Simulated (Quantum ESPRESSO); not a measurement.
# An isovalent swap in NaCl: field gradients

Host, cell and atoms relaxed with PBE and no dispersion term (field gradients by the PAW reconstruction of the field gradient on a scalar-relativistic PBE ground state (a modified build of Quantum ESPRESSO, JTH datasets), 30 Ha, k-mesh 4×4×4 through Γ):

```csv
site,site symmetry,Vzz (a.u.),η_Q,∣C_Q∣ (MHz)
"Na (atoms 1, 3, 5, 7)",m-3m,0,–,0 (²³Na)
"Cl (atoms 2, 4, 6, 8)",m-3m,0,–,0 (³⁵Cl)
```

Its cell: a = b = c = 5.680 Å, α = β = γ = 90.00°.

Changed cell (atom 1 is the new one; 30 Ha, k-mesh 4×4×4 through Γ):

```yaml
crystal:
  lattice:
    - [5.58813, 0.00000, 0.00000]
    - [0.00000, 5.58813, 0.00000]
    - [0.00000, 0.00000, 5.58813]
  atoms:
    - { symbol: Li, position: [0.00000, 0.00000, 0.00000] }
    - { symbol: Cl, position: [0.50000, 0.00000, 0.00000] }
    - { symbol: Na, position: [0.00000, 0.50000, 0.50000] }
    - { symbol: Cl, position: [0.50000, 0.50000, 0.50000] }
    - { symbol: Na, position: [0.50000, 0.00000, 0.50000] }
    - { symbol: Cl, position: [0.00000, 0.00000, 0.50000] }
    - { symbol: Na, position: [0.50000, 0.50000, 0.00000] }
    - { symbol: Cl, position: [0.00000, 0.50000, 0.00000] }
```
The cell was made here from a computed Materials Project entry: one of 4 Na replaced by Li, cell and atoms relaxed (PBE without dispersion, pw.x of Quantum ESPRESSO, symmetry kept). The parent is NaCl in Fm-3m. The swapped cell is a model, not a known phase. Stability against distortions was not tested.

Quadrupole moments taken as inputs (sizes, barn, from the tables of PySCF and pymatgen): ²³Na 0.104, ³⁵Cl 0.0817, ⁷Li 0.0401.

Convention: |Vzz| is the largest principal value, η_Q = (Vxx − Vyy)/Vzz, |C_Q| = |eQVzz/h|. Cores are frozen. Against all-electron runs on small test molecules, this scheme's |Vzz| missed by −3 to −9 % on Cl. The structure is static (0 K, no zero-point motion).

Task: What do the sites of the changed cell show?

Result: 
```json
[
 {"site": "Li (atom 1)", "distance to atom 1 (Å)": "–", "Vzz (a.u.)": "0", "η_Q": "–", "∣C_Q∣ (MHz)": "0"},
 {"site": "Cl1 (atoms 2, 6, 8)", "distance to atom 1 (Å)": "2.79", "Vzz (a.u.)": "0.224", "η_Q": "0.00", "∣C_Q∣ (MHz)": "4.29"},
 {"site": "Na (atoms 3, 5, 7)", "distance to atom 1 (Å)": "3.95", "Vzz (a.u.)": "under 0.02", "η_Q": "–", "∣C_Q∣ (MHz)": "under 0.49"},
 {"site": "Cl2 (atom 4)", "distance to atom 1 (Å)": "4.84", "Vzz (a.u.)": "0", "η_Q": "–", "∣C_Q∣ (MHz)": "0"}
]
```
The swap repeats in every cell, so this is an ordered compound and not a dilute impurity.
